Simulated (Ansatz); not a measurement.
## CrRh3 (Pm-3m): the held moment from field and pressure

```
Cr Rh
1.0
     3.79055    0.00000    0.00000
     0.00000    3.79055    0.00000
     0.00000    0.00000    3.79055
Cr Rh
1 3
Direct
  0.00000 0.00000 0.00000
  0.00000 0.50000 0.50000
  0.50000 0.50000 0.00000
  0.50000 0.00000 0.50000
```

The source of the geometry is a structure from the Materials Project; atoms and cell stay fixed.

Settings: LDA, 8×8×8 k mesh, Fermi–Dirac smearing of 0.05 eV. PAW means Ansatz 0.2.0 on its default frozen-core files. Site moments are integrated in spheres about the atoms. Start moments (μB): Cr1 3, Rh2 -1, Rh3 -1, Rh4 -1.

The free run ends with 1.20 μB per cell. Further runs hold the cell's moment M by two Fermi levels; B is half their difference over μB, positive where the field raises M. Some of them:

| M (μB/cell) | B (T) | ΔF over the free run (meV/cell) | pressure (GPa) |
| --- | --- | --- | --- |
| 0.24 | -3196 | 97.5 | -17.6 |
| 0.72 | -1877 | 25.2 | -17.2 |
| 1.08 | -421 | 1.4 | -16.9 |

Q: Another run of the series gave B (T) = 1415, ΔF over the free run (meV/cell) = 14.7, pressure (GPa) = -16.3. Which moment was held?
A. 0.48
B. 0.96
C. 1.38
D. 1.56

A: D. M (μB/cell) = 1.56.

Q: Another run of the series gave B (T) = 705, ΔF over the free run (meV/cell) = 3.7, pressure (GPa) = -16.6. Which moment was held?
A. 1.38
B. 0.96
C. 0.48
D. 1.56

A: A. M (μB/cell) = 1.38.

The whole series:

```
M (μB/cell)  B (T)  ΔF over the free run (meV/cell)  pressure (GPa)
       0.24  -3196                             97.5           -17.6
       0.48  -2629                             56.6           -17.4
       0.72  -1877                             25.2           -17.2
       0.96   -875                              5.9           -17.0
       1.08   -421                              1.4           -16.9
       1.38    705                              3.7           -16.6
       1.56   1415                             14.7           -16.3
```

The PAW files were made with PBE; the program remakes their cores once for the run's functional and then keeps them frozen. The Ansatz runs typed with the search for lower states off end where their start leads. These are results for the start and cell typed. The real compound can order otherwise, in a larger cell, or not at all, since semilocal functionals without spin fluctuations often overstate magnetism; near a collapse of the moment, mesh and smearing move it by tens of per cent.
